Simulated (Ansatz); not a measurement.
Input file for Ansatz (a first-principles code):

Ansatz 0.2 input:
```yaml
crystal:
  lattice:
    - [-1.5947387741, 1.5947387741, 1.5947387741]
    - [1.5947387741, -1.5947387741, 1.5947387741]
    - [1.5947387741, 1.5947387741, -1.5947387741]
  atoms:
    - { symbol: Al, position: [0.0, 0.0, 0.0] }
kpoints:
  mp_grid: { grid: [38, 38, 38] }
hamiltonian:
  xc: lda
  pseudopotentials: { kind: paw }
scf:
  occupations: { method: fermi_dirac, width: 0.1 }
elastic: { mode: relaxed_ion, stencil: two_point, amplitude: 0.005, f_tol: 0.0005 }
```

Output (shortened):

```
Pseudopotential: Al, paw, valence charge 3
Functional definition: SPW92
Crystal: 1 atoms, lattice volume = 16.223 Å³
Basis set: ecut = 420 eV, 321 PW (Γ)
Bands: 6, of which v1, the nominal top of the filled ones, is band 2 counted from 1 (1 counted from 0)
Symmetry: 48 space group operations
Space group: Im-3m (ITA 229), of the structure as read, at distance tolerance 2.5e-5 Å
k-points: 1440 of 54872
SCF iter   1: F=—  HF=-512.785567 eV  |F-HF|=—  |Δ(HF+E_count)|=         —  Δρ=2.94e-3  dr2=1.34e-3  ethr=1.77e-3  ⟨swp⟩=4.8  Hψ=78507  notcnv=0
preconditioner: auto → none
SCF iter   2: F=—  HF=-512.785119 eV  |F-HF|=—  |Δ(HF+E_count)|=   4.48e-4  Δρ=1.32e-3  dr2=2.64e-4  ethr=4.48e-5  ⟨swp⟩=1.0  Hψ=20160  notcnv=0
SCF iter   3: F=—  HF=-512.785015 eV  |F-HF|=—  |Δ(HF+E_count)|=   1.04e-4  Δρ=3.12e-5  dr2=5.44e-8  ethr=8.79e-6  ⟨swp⟩=2.0  Hψ=10452  notcnv=0
SCF iter   4: F=—  HF=-512.785015 eV  |F-HF|=—  |Δ(HF+E_count)|=   1.47e-7  Δρ=4.08e-6  dr2=6.13e-10  ethr=1.81e-9  ⟨swp⟩=1.2  Hψ=8721  notcnv=0
SCF iter   5: F=—  HF=-512.785015 eV  |F-HF|=—  |Δ(HF+E_count)|=  9.93e-10  Δρ=7.37e-8  dr2=3.56e-13  ethr=2.04e-11  ⟨swp⟩=2.0  Hψ=10525  notcnv=0
SCF iter   6: F=-512.785015 eV  HF=-512.785015 eV  |F-HF|=1.14e-13  |Δ(HF+E_count)|=  2.27e-13  Δρ=4.86e-9  dr2=1.04e-15  ethr=1.00e-12  ⟨swp⟩=3.9  Hψ=22364  notcnv=0
SCF 1 converged in 6 iterations: F = -512.785015 eV  dr2 = 1.04e-15
Crystal: 1 atoms, lattice volume = 16.142 Å³
Symmetry: 16 space group operations
k-points: 3910 of 54872
iter 1 solved again at ethr=1.89e-7 eV; its pass at ethr=3.10e-3 eV (dr2=5.66e-6 eV) is discarded
SCF iter   1: F=—  HF=-512.784999 eV  |F-HF|=—  |Δ(HF+E_count)|=         —  Δρ=1.96e-4  dr2=5.98e-6  ethr=1.89e-7  ⟨swp⟩=2.1  Hψ=230400  notcnv=0  defer=29
preconditioner: auto → none
SCF iter   2: F=—  HF=-512.784996 eV  |F-HF|=—  |Δ(HF+E_count)|=   3.18e-6  Δρ=9.37e-5  dr2=1.32e-6  ethr=1.89e-7  ⟨swp⟩=1.0  Hψ=22679  notcnv=0  defer=29
SCF iter   3: F=—  HF=-512.784995 eV  |F-HF|=—  |Δ(HF+E_count)|=   9.88e-7  Δρ=2.71e-6  dr2=7.55e-10  ethr=4.40e-8  ⟨swp⟩=1.0  Hψ=22679  notcnv=0  defer=29
SCF iter   4: F=—  HF=-512.784995 eV  |F-HF|=—  |Δ(HF+E_count)|=   2.47e-8  Δρ=1.61e-7  dr2=2.18e-12  ethr=2.52e-11  ⟨swp⟩=2.1  Hψ=28549  notcnv=0  defer=29
SCF iter   5: F=-512.784995 eV  HF=-512.784995 eV  |F-HF|=1.14e-13  |Δ(HF+E_count)|=  6.82e-13  Δρ=9.98e-9  dr2=9.39e-15  ethr=1.00e-12  ⟨swp⟩=3.9  Hψ=52384  notcnv=0
SCF 2 converged in 5 iterations: F = -512.784995 eV  dr2 = 9.39e-15
Crystal: 1 atoms, lattice volume = 16.304 Å³
iter 1 solved again at ethr=1.37e-10 eV; its pass at ethr=3.10e-3 eV (dr2=4.12e-9 eV) is discarded
SCF iter   1: F=—  HF=-512.784919 eV  |F-HF|=—  |Δ(HF+E_count)|=         —  Δρ=6.85e-6  dr2=4.04e-9  ethr=1.37e-10  ⟨swp⟩=2.0  Hψ=233190  notcnv=0  defer=15
preconditioner: auto → none
SCF iter   2: F=—  HF=-512.784919 eV  |F-HF|=—  |Δ(HF+E_count)|=  6.11e-10  Δρ=3.26e-6  dr2=7.94e-10  ethr=1.35e-10  ⟨swp⟩=1.0  Hψ=22677  notcnv=0  defer=15
SCF iter   3: F=—  HF=-512.784919 eV  |F-HF|=—  |Δ(HF+E_count)|=  2.98e-10  Δρ=1.43e-7  dr2=3.30e-13  ethr=2.65e-11  ⟨swp⟩=1.0  Hψ=22677  notcnv=0  defer=15
SCF iter   4: F=-512.784919 eV  HF=-512.784919 eV  |F-HF|=0.00e0  |Δ(HF+E_count)|=  1.71e-12  Δρ=7.20e-9  dr2=3.29e-15  ethr=1.00e-12  ⟨swp⟩=4.0  Hψ=52543  notcnv=0
SCF 3 converged in 4 iterations: F = -512.784919 eV  dr2 = 3.29e-15
Crystal: 1 atoms, lattice volume = 16.223 Å³
Symmetry: 8 space group operations
k-points: 7430 of 54872
iter 1 solved again at ethr=5.53e-7 eV; its pass at ethr=3.10e-3 eV (dr2=1.66e-5 eV) is discarded
SCF iter   1: F=—  HF=-512.784967 eV  |F-HF|=—  |Δ(HF+E_count)|=         —  Δρ=2.95e-4  dr2=1.61e-5  ethr=5.53e-7  ⟨swp⟩=1.0  Hψ=427891  notcnv=0  defer=38
preconditioner: auto → none
SCF iter   2: F=—  HF=-512.784962 eV  |F-HF|=—  |Δ(HF+E_count)|=   4.40e-6  Δρ=1.16e-4  dr2=2.51e-6  ethr=5.38e-7  ⟨swp⟩=1.0  Hψ=43081  notcnv=0  defer=38
SCF iter   3: F=—  HF=-512.784961 eV  |F-HF|=—  |Δ(HF+E_count)|=   7.56e-7  Δρ=1.98e-6  dr2=2.33e-10  ethr=8.36e-8  ⟨swp⟩=1.1  Hψ=43591  notcnv=0  defer=38
SCF iter   4: F=—  HF=-512.784961 eV  |F-HF|=—  |Δ(HF+E_count)|=   2.26e-8  Δρ=6.65e-7  dr2=4.80e-11  ethr=7.78e-12  ⟨swp⟩=2.0  Hψ=55782  notcnv=0  defer=38
SCF iter   5: F=—  HF=-512.784961 eV  |F-HF|=—  |Δ(HF+E_count)|=  9.09e-13  Δρ=1.37e-7  dr2=3.22e-12  ethr=1.60e-12  ⟨swp⟩=1.7  Hψ=50054  notcnv=0  defer=38
SCF iter   6: F=-512.784961 eV  HF=-512.784961 eV  |F-HF|=1.14e-13  |Δ(HF+E_count)|=  7.96e-13  Δρ=2.14e-8  dr2=7.47e-14  ethr=1.00e-12  ⟨swp⟩=2.9  Hψ=130967  notcnv=0
SCF 4 converged in 6 iterations: F = -512.784961 eV  dr2 = 7.47e-14
Crystal: 1 atoms, lattice volume = 16.223 Å³
iter 1 solved again at ethr=2.26e-11 eV; its pass at ethr=3.10e-3 eV (dr2=6.79e-10 eV) is discarded
SCF iter   1: F=—  HF=-512.784961 eV  |F-HF|=—  |Δ(HF+E_count)|=         —  Δρ=3.60e-6  dr2=6.48e-10  ethr=2.26e-11  ⟨swp⟩=2.0  Hψ=438968  notcnv=0  defer=15
preconditioner: auto → none
SCF iter   2: F=—  HF=-512.784961 eV  |F-HF|=—  |Δ(HF+E_count)|=  3.19e-10  Δρ=1.76e-6  dr2=1.34e-10  ethr=2.16e-11  ⟨swp⟩=1.0  Hψ=43082  notcnv=0  defer=15
SCF iter   3: F=—  HF=-512.784961 eV  |F-HF|=—  |Δ(HF+E_count)|=  1.27e-10  Δρ=6.83e-8  dr2=1.79e-13  ethr=4.48e-12  ⟨swp⟩=1.4  Hψ=47647  notcnv=0  defer=15
SCF iter   4: F=-512.784961 eV  HF=-512.784961 eV  |F-HF|=0.00e0  |Δ(HF+E_count)|=  5.68e-13  Δρ=1.63e-9  dr2=2.18e-16  ethr=1.00e-12  ⟨swp⟩=3.5  Hψ=93143  notcnv=0
SCF 5 converged in 4 iterations: F = -512.784961 eV  dr2 = 2.18e-16
SCF converged after 6 iterations
Free energy (F): -512.785015 eV
Harris-Foulkes:  -512.785015 eV  (|F-HF|=1.14e-13)
Internal energy: -512.771270 eV  (E = F + TS)
E sigma→0 (E₀):  -512.778142 eV
Entropy (-TS):   -0.013745 eV (-13.745 meV/atom)
Fermi energy:    7.909665 eV
--- Per-component energies (eV) ---
  E_band       = 10.463340
  E_kinetic    = 23.033037
  E_local      = 9.552533  (includes V_loc(G=0)·N_el)
  E_nonlocal   = 11.178705
  E_hartree    = 0.064169
  E_xc         = -39.442118
  E_vxc        = -29.415977  (∫ρ·V_xc dr)
  E_paw        = -443.277524  (= ΣΔE_a)
  E_vpaw       = -4.013292  (= ΣTr[D̂ρ^β])
  E_aug_tail   = -0.000004  (compensation charges beyond the density's cutoff)
  E_ewald      = -73.935784
  E_core_change = 0.055717  (= ΣΔE_core)
  E_smearing   = -0.013745  (= −TS)
  E_closure    = 0.000000  (closes the sum)
  Σ components = -512.785015   (vs F -512.785015, Δ=0.00e0)
  [band-id]    e_kinetic+e_local+e_nonlocal+2·e_hartree+e_vxc+e_vpaw+e_augmentation_tail = 10.463340   (vs E_band 10.463340, Δ=2.57e-8)
--- Forces (eV/Å), atoms counted from 1 ---
  atom   1  Al     0.00000000     0.00000000     0.00000000
  max |Σ_I F_I| component: 0.0 eV/Å
--- Stress (GPa, compression-positive) ---
       -0.077603       0.000000       0.000000
        0.000000      -0.077603       0.000000
        0.000000       0.000000      -0.077603
  P = ⅓ Tr σ = -0.0776 GPa (-0.776 kbar)
--- Band table (eV; the first three rows and the last of 1440) ---
  k-point 0: bands = ["-3.2967", "21.0709", "21.0709", "21.0709", "22.5876", "22.5876"]
  k-point 1: bands = ["-3.2765", "20.7696", "20.8741", "20.9872", "22.4991", "22.7353"]
  k-point 2: bands = ["-3.2162", "20.0560", "20.4629", "20.7559", "22.2590", "23.0185"]
  k-point 1439: bands = ["9.7888", "9.7888", "9.7888", "10.9241", "10.9241", "13.4881"]
--- Elastic constants: 2 strain directions × 2 members + reference (group order 48) ---
  dense FFT box of the reference and of every strained cell: 20×20×20
  strains applied: 11, 23; error gains: componentwise 1.00 (the most a stress slope's error grows in a printed constant), spectral 1.73 (1 for all six strains …
  C = ∂σ_k/∂η_j (tension-positive GPa; Voigt order 11 22 33 23 13 12):
        46.002     87.645     87.645      0.000      0.000      0.000
        87.645     46.002     87.645      0.000      0.000      0.000
        87.645     87.645     46.002      0.000      0.000      0.000
         0.000      0.000      0.000     42.081      0.000      0.000
         0.000      0.000      0.000      0.000     42.081      0.000
         0.000      0.000      0.000      0.000      0.000     42.081
  reference stress σ⁰ (GPa):      0.078      0.078      0.078      0.000      0.000      0.000
  C* (energy form; C + prestress term) asymmetry max|C*_kj − C*_jk| = 2.842e-14 GPa — a small one proves nothing (zero by symmetry where the batch's group is …
  moduli (Voigt/Reuss/Hill, GPa): K = 73.76/73.76/73.76   G = 16.92/-201.90/-92.49   E = -476.73   ν = 1.577
  mechanically stable: NO (min eigenvalue of sym C = -41.64 GPa)
  where every solve meets its electron count the energy-path curvature estimates C_jj along a normal strain and C_jj − ¼(σ⁰_aa + σ⁰_bb) along a shear (ab), of …
  strain η (Voigt 11):  stress-route row diagonal C_11 = 46.00 GPa, energy-path curvature d²(F+E_count+ΔE)/dδ²/Ω₀ = 45.91 GPa
         δ    σ_11 (GPa)             F (eV)   n_scf  n_hpsi   n_pw
    -5.000e-3      -0.1558        -512.7849947       5  403601    331   relax 0 steps, max|allowed force component| 0.00e0 eV/Å
     5.000e-3       0.3042        -512.7849186       4  378009    333   relax 0 steps, max|allowed force component| 0.00e0 eV/Å
  strain η (Voigt 23):  stress-route row diagonal C_44 = 42.08 GPa, energy-path curvature d²(F+E_count+ΔE)/dδ²/Ω₀ = 42.01 GPa
         δ    σ_23 (GPa)             F (eV)   n_scf  n_hpsi   n_pw
    -5.000e-3      -0.2104        -512.7849615       6  840534    331   relax 0 steps, max|allowed force component| 0.00e0 eV/Å
     5.000e-3       0.2104        -512.7849615       4  712004    331   relax 0 steps, max|allowed force component| 0.00e0 eV/Å
```

Cost: around 2.0 core-minutes (rough) on shared cores.

The workflow started from a Materials Project entry (that database holds measured and hypothetical structures alike); the Crystallography Open Database copy checked does not list it. It is not the phase usual at ambient conditions (space group No. 225). Symmetry was held in the LDA relaxation. At this level the phase is mechanically unstable. As this level gives no gap, shear constants depend on the k-mesh and smearing (Fermi–Dirac, 0.1 eV here).

Potentials: the later of the program's two PAW sets.

Ansatz is a plane-wave DFT program.
